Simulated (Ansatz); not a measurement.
An Ansatz (a quantum-chemistry and plane-wave program) run. Input:

Ansatz 0.2 input:
```yaml
crystal:
  lattice:
    - [5.2390569809, 0.0, 0.0]
    - [0.0, 5.2390569809, 0.0]
    - [0.0, 0.0, 5.2390569809]
  atoms:
    - { symbol: Ta, position: [0.25, 0.0, 0.5] }
    - { symbol: Ta, position: [0.75, 0.0, 0.5] }
    - { symbol: Ta, position: [0.5, 0.75, 0.0] }
    - { symbol: Ta, position: [0.5, 0.25, 0.0] }
    - { symbol: Ta, position: [0.0, 0.5, 0.75] }
    - { symbol: Ta, position: [0.0, 0.5, 0.25] }
    - { symbol: Sb, position: [0.0, 0.0, 0.0] }
    - { symbol: Sb, position: [0.5, 0.5, 0.5] }
kpoints:
  mp_grid: { grid: [8, 8, 8] }
hamiltonian:
  xc: pbesol
  pseudopotentials: { kind: paw }
scf:
  occupations: { method: fermi_dirac, width: 0.1 }
phonons:
  method: dfpt
  response_accuracy: low
  eigenvectors: true
  rigid_motions: translations
```

Output (shortened):

```
Pseudopotential: Ta, paw, valence charge 13
Pseudopotential: Sb, paw, valence charge 15
Functional definition: PBEsol
Crystal: 8 atoms, lattice volume = 143.800 Å³
Basis set: ecut = 420 eV, 2801 PW (Γ), exchange–correlation on 72×72×72 points (8 copies of the dense FFT grid, shifted against one another)
Bands: 65, of which v1, the nominal top of the filled ones, is band 54 counted from 1 (53 counted from 0)
Symmetry: 48 space group operations
k-points: 125 of 512 (irreducible under 4 space group operations, time reversal used)
SCF iter   1: F=—  HF=-71656.442953 eV  |F-HF|=—  |Δ(HF+E_count)|=         —  Δρ=4.50e-3  dr2=2.90e-2  ethr=1.77e-3  ⟨swp⟩=6.0  Hψ=32000  notcnv=0  defer=3
preconditioner: auto → Kerker (q_TF=auto, 2.601 Å⁻¹)
SCF iter   2: F=—  HF=-71656.434986 eV  |F-HF|=—  |Δ(HF+E_count)|=   7.97e-3  Δρ=2.59e-3  dr2=1.05e-2  ethr=2.69e-5  ⟨swp⟩=2.4  Hψ=15908  notcnv=0  defer=3
SCF iter   3: F=—  HF=-71656.431125 eV  |F-HF|=—  |Δ(HF+E_count)|=   3.86e-3  Δρ=4.15e-4  dr2=3.83e-4  ethr=9.77e-6  ⟨swp⟩=2.0  Hψ=10525  notcnv=0  defer=3
SCF iter   4: F=—  HF=-71656.430986 eV  |F-HF|=—  |Δ(HF+E_count)|=   1.39e-4  Δρ=1.08e-4  dr2=1.26e-5  ethr=3.55e-7  ⟨swp⟩=2.0  Hψ=10567  notcnv=0  defer=3
SCF iter   5: F=—  HF=-71656.430984 eV  |F-HF|=—  |Δ(HF+E_count)|=   1.91e-6  Δρ=1.33e-5  dr2=1.77e-7  ethr=1.17e-8  ⟨swp⟩=2.0  Hψ=10563  notcnv=0  defer=3
SCF iter   6: F=—  HF=-71656.430983 eV  |F-HF|=—  |Δ(HF+E_count)|=   8.92e-7  Δρ=2.52e-6  dr2=5.45e-9  ethr=1.64e-10  ⟨swp⟩=2.3  Hψ=11653  notcnv=0  defer=3
SCF iter   7: F=—  HF=-71656.430983 eV  |F-HF|=—  |Δ(HF+E_count)|=  3.64e-10  Δρ=2.79e-7  dr2=6.51e-11  ethr=5.05e-12  ⟨swp⟩=2.3  Hψ=13435  notcnv=0  defer=3
SCF iter   8: F=-71656.430983 eV  HF=-71656.430983 eV  |F-HF|=1.46e-11  |Δ(HF+E_count)|=    0.00e0  Δρ=4.26e-8  dr2=1.80e-12  ethr=1.00e-12  ⟨swp⟩=8.5  Hψ=38126  notcnv=0
SCF 1 converged in 8 iterations: F = -71656.430983 eV  dr2 = 1.80e-12
DFPT response loops at Γ: preconditioner auto → Kerker (q_TF=auto, 2.601 Å⁻¹) (partly filled bands, converged f_vac=0.000) …
SCF converged after 8 iterations
Free energy (F): -71656.430983 eV
Harris-Foulkes:  -71656.430983 eV  (|F-HF|=1.46e-11)
Internal energy: -71656.321123 eV  (E = F + TS)
E sigma→0 (E₀):  -71656.376053 eV
Entropy (-TS):   -0.109860 eV (-13.733 meV/atom)
Fermi energy:    18.933705 eV
--- Per-component energies (eV) ---
  E_band       = -715.552627
  E_kinetic    = 2628.370898
  E_local      = -5592.477090  (includes V_loc(G=0)·N_el)
  E_nonlocal   = 842.388134
  E_hartree    = 2264.230442
  E_xc         = -1583.300963
  E_vxc        = -1424.951767  (∫ρ·V_xc dr)
  E_paw        = -58645.369737  (= ΣΔE_a)
  E_vpaw       = -1697.344449  (= ΣTr[D̂ρ^β])
  E_aug_tail   = 0.000788  (compensation charges beyond the density's cutoff)
  E_ewald      = -11572.109187
  E_core_change = 1.945593  (= ΣΔE_core)
  E_smearing   = -0.109860  (= −TS)
  E_closure    =  0.000000  (closes the sum)
  Σ components = -71656.430983   (vs F -71656.430983, Δ=0.00e0)
  [band-id]    e_kinetic+e_local+e_nonlocal+2·e_hartree+e_vxc+e_vpaw+e_augmentation_tail = -715.552602   (vs E_band -715.552627, Δ=2.46e-5)
--- Band table (eV; the first three rows and the last of 125) ---
  k-point 0: bands = ["-48.5603", "-48.5261", "-48.5261", "-48.3931", "-48.3931", "-48.3931", "-15.9350", "-15.9350", "-15.7950", "-15.3244", "-15.3244", "-15.3244", "-14.9952", "-14.9952", "-14.9952", "-14.9766", "-14.9766", "-14.9766", "-14.8889", …
  k-point 1: bands = ["-48.5578", "-48.5270", "-48.5223", "-48.3986", "-48.3931", "-48.3931", "-15.9326", "-15.9045", "-15.7730", "-15.3229", "-15.3229", "-15.3095", "-15.0174", "-15.0174", "-14.9911", "-14.9898", "-14.9508", "-14.9508", "-14.8932", …
  k-point 2: bands = ["-48.5518", "-48.5298", "-48.5102", "-48.4141", "-48.3931", "-48.3931", "-15.9258", "-15.8803", "-15.6433", "-15.3194", "-15.3194", "-15.2686", "-15.0377", "-15.0377", "-15.0270", "-14.9797", "-14.9237", "-14.9237", "-14.9045", …
  k-point 124: bands = ["-48.4656", "-48.4656", "-48.4656", "-48.4656", "-48.4656", "-48.4656", "-15.2641", "-15.2641", "-15.1675", "-15.1675", "-15.1675", "-15.1675", "-15.1675", "-15.1675", "-14.9569", "-14.9569", "-14.9569", "-14.9569", "-14.9569", …
--- Phonons (Γ-DFPT): 3 representative perturbations + reference, on 125 of 512 k-points (Σ response iterations 9) ---
  ASR residual: 4.000e-4 → 0.000e0 eV/Å²; symmetrization residual: 2.980e-4 eV/Å²
  ASR residual per site (eV/Å²): 1.88e-4 1.88e-4 1.88e-4 1.88e-4 1.88e-4 1.88e-4 4.00e-4 4.00e-4
  Γ frequencies (cm⁻¹): 0.00 0.00 0.00 88.72 88.72 88.72 111.80 111.80 111.80 114.83 114.83 114.83 118.53 118.53 118.53 175.75 175.75 175.75 192.52 192.52 192.52 215.81 217.91 217.91
  non-analytic LO–TO correction: not included (Born effective charges unavailable; polar crystals: no LO–TO splitting at Γ)
```

Cost: around 4 core-minutes (rough) on shared cores.

Space group Pm-3n (A15 (Cr3Si type)). The first step of the workflow began from a Materials Project structure, measured or hypothetical; the Crystallography Open Database files this formula in space group No. 223, but the cells were not matched. Whether it is the stable phase at ambient conditions was not checked. Symmetry was held in the PBEsol relaxation; of distortions, only those at the zone centre were tested. The run is not spin-polarised. As this level gives no gap, phonon frequencies hold no LO–TO term and depend on the k-mesh and smearing (Fermi–Dirac, 0.1 eV here). Scalar-relativistic: spin–orbit coupling is off unless named, which matters more the heavier the elements.

Potentials: the later of the program's two PAW sets.

Ansatz is a plane-wave DFT program.
